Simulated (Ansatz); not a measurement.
Input and command of a calculation in Ansatz (plane waves; scalar-relativistic PAW potentials unless the input names others):

```yaml
crystal:
  lattice:
    - [0.0, 2.8797519765, 2.8797519765]
    - [2.8797519765, 0.0, 2.8797519765]
    - [2.8797519765, 2.8797519765, 0.0]
  atoms:
    - { symbol: Na, position: [0.0, 0.0, 0.0] }
    - { symbol: Be, position: [0.5, 0.5, 0.5] }
    - { symbol: Be, position: [0.25, 0.25, 0.25] }
    - { symbol: Be, position: [0.75, 0.75, 0.75] }
basis:
  ecutwfc: 420
kpoints:
  mp_grid: { grid: [1, 1, 1] }
hamiltonian:
  xc: pbe
scf:
  occupations: { method: gaussian, width: 0.1 }
  max_iter: 50
output:
  forces: true
  eigenvalues: true
  stress: true
```

```bash
ansatz run input.yaml --threads 1 --pin off --max-ram 2560MiB --backend cpu --events-out ev --progress --plain --runs-dir out
```

Abridged log:
```
Basis set: ecut = 420 eV, 941 PW (Γ), exchange–correlation on 60×60×60 points (8 copies of the dense FFT grid, shifted against one another)
Bands: 12, of which v1, the nominal top of the filled ones, is band 8 counted from 1 (7 counted from 0)
Symmetry: 48 space group operations
k-points: 1
SCF iter   1: F=—  HF=-1748.664620 eV  |F-HF|=—  |Δ(HF+E_count)|=         —  Δρ=6.62e-2  dr2=4.01e0  ethr=1.77e-3  ⟨swp⟩=5.0  Hψ=62  notcnv=0
SCF iter   2: F=—  HF=-1747.041853 eV  |F-HF|=—  |Δ(HF+E_count)|=    1.62e0  Δρ=2.62e-2  dr2=7.06e-1  ethr=1.77e-3  ⟨swp⟩=4.0  Hψ=33  notcnv=0
SCF iter   3: F=—  HF=-1747.293644 eV  |F-HF|=—  |Δ(HF+E_count)|=   2.52e-1  Δρ=3.54e-2  dr2=1.20e0  ethr=1.77e-3  ⟨swp⟩=2.0  Hψ=20  notcnv=0
SCF iter   4: F=—  HF=-1747.035008 eV  |F-HF|=—  |Δ(HF+E_count)|=   2.59e-1  Δρ=1.73e-2  dr2=2.86e-1  ethr=1.77e-3  ⟨swp⟩=2.0  Hψ=19  notcnv=0
SCF iter   5: F=—  HF=-1747.236916 eV  |F-HF|=—  |Δ(HF+E_count)|=   2.02e-1  Δρ=9.13e-2  dr2=8.35e0  ethr=1.77e-3  ⟨swp⟩=2.0  Hψ=18  notcnv=0  recentre
SCF iter   6: F=—  HF=-1747.037901 eV  |F-HF|=—  |Δ(HF+E_count)|=   1.99e-1  Δρ=2.22e-2  dr2=4.93e-1  ethr=1.77e-3  ⟨swp⟩=1.0  Hψ=12  notcnv=0
SCF iter   7: F=—  HF=-1747.022665 eV  |F-HF|=—  |Δ(HF+E_count)|=   1.52e-2  Δρ=2.62e-3  dr2=6.78e-3  ethr=1.77e-3  ⟨swp⟩=1.0  Hψ=12  notcnv=0
SCF iter   8: F=—  HF=-1747.022825 eV  |F-HF|=—  |Δ(HF+E_count)|=   1.60e-4  Δρ=3.02e-3  dr2=9.08e-3  ethr=4.52e-5  ⟨swp⟩=1.0  Hψ=12  notcnv=0
SCF iter   9: F=—  HF=-1747.022561 eV  |F-HF|=—  |Δ(HF+E_count)|=   2.64e-4  Δρ=1.56e-3  dr2=2.42e-3  ethr=4.52e-5  ⟨swp⟩=1.0  Hψ=12  notcnv=0
SCF iter  10: F=—  HF=-1747.022468 eV  |F-HF|=—  |Δ(HF+E_count)|=   9.32e-5  Δρ=1.64e-4  dr2=2.64e-5  ethr=1.61e-5  ⟨swp⟩=1.0  Hψ=12  notcnv=0
SCF iter  11: F=—  HF=-1747.022452 eV  |F-HF|=—  |Δ(HF+E_count)|=   1.58e-5  Δρ=3.17e-5  dr2=9.94e-7  ethr=1.76e-7  ⟨swp⟩=1.0  Hψ=12  notcnv=0
SCF iter  12: F=-1747.022452 eV  HF=-1747.022452 eV  |F-HF|=1.54e-8  |Δ(HF+E_count)|=   9.85e-9  Δρ=5.02e-6  dr2=2.52e-8  ethr=6.67e-10  ⟨swp⟩=3.0  Hψ=40  notcnv=0
SCF 1 converged in 12 iterations: F = -1747.022452 eV  dr2 = 2.52e-8
SCF converged after 12 iterations
Free energy (F): -1747.022452 eV
Harris-Foulkes:  -1747.022452 eV  (|F-HF|=1.54e-8)
Internal energy: -1746.798935 eV  (E = F + TS)
E sigma→0 (E₀):  -1746.910693 eV
Entropy (-TS):   -0.223517 eV (-55.879 meV/atom)
Fermi energy:    7.378478 eV
--- Forces (eV/Å), atoms counted from 1 ---
  atom   1  Na     0.00000000     0.00000000     0.00000000
  atom   2  Be     0.00000000     0.00000000     0.00000000
  atom   3  Be     0.00000000     0.00000000     0.00000000
  atom   4  Be     0.00000000     0.00000000     0.00000000
--- Stress (GPa, compression-positive) ---
       18.997423       0.000000       0.000000
        0.000000      18.997423       0.000000
        0.000000       0.000000      18.997423
  P = ⅓ Tr σ = 18.9974 GPa (189.974 kbar)
```

Problem. What is wrong with this input?

Solution. The fault is one k-point for a small cell (kpoints.mp_grid.grid: [14, 14, 14] → [1, 1, 1], the first being the value of the sound run). Setting it back cures it. The run converged all the same, with an energy at zero smearing 3.7 eV/atom above the reference's, pressure 19.00 GPa, largest force 0.000 eV/Å, no gap on the mesh, so convergence alone doesn't show that an input is right. A reference run on usual settings, whose relaxation ended at this geometry, converged, and the end of its own relaxation has pressure 0.02 GPa, largest force 0.000 eV/Å, no gap on the mesh.

It took 0.74 s on 1 thread of Arm Neoverse N1, with other jobs on the host, peak memory 0.25 GiB.